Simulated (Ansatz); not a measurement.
## Ga2H6Se3O12: checking a database structure before trusting its electric field gradients

The cell is a structure deposited in the COD.

Space group R3c:H (No. 161); a = 9.2230, c = 19.9410 Å, γ = 120.00°.

| site | Wyckoff | site symmetry | x | y | z |
| --- | --- | --- | --- | --- | --- |
| Ga1 | 6a | 3. | 0.0000 | 0.0000 | 0.1259 |
| Ga3 | 6a | 3. | 0.0000 | 0.0000 | 0.3593 |
| H5 | 18b | 1 | 0.7927 | 0.7263 | 0.4023 |
| H11 | 18b | 1 | 0.9027 | 0.8083 | 0.4693 |
| Se | 18b | 1 | 0.7201 | 0.8992 | 0.7453 |
| O23 | 18b | 1 | 0.8625 | 0.3863 | 0.4014 |
| O29 | 18b | 1 | 0.8166 | 0.5269 | 0.5118 |
| O35 | 18b | 1 | 0.8617 | 0.8111 | 0.4232 |
| O41 | 18b | 1 | 0.8011 | 0.8459 | 0.8095 |

One atom of each set is listed; the run and its k-mesh use a cell of 46 atoms with edges of 8.52, 8.52, 8.52 Å.

Method: Kohn–Sham DFT in Ansatz, PBE, plane waves and PAW, scalar-relativistic, 420 eV cutoff, Γ-centred 4×4×4 k-points, Fermi–Dirac smearing 0.02 eV.

Question: Do the atoms and the cell lie near the calculated equilibrium?

Answer: No. The largest force is 12 eV/Å, on atom 36 (O: 2 H at 0.83–1.00 Å, 1 Ga at 2.02 Å), and the pressure is 12.0 GPa. Such values can come from a cell under pressure, imprecise or misplaced coordinates, missing atoms or a wrong setting of the space group; the run alone doesn't tell which, and gradients calculated on this entry can't be taken for those of the compound at ambient conditions.
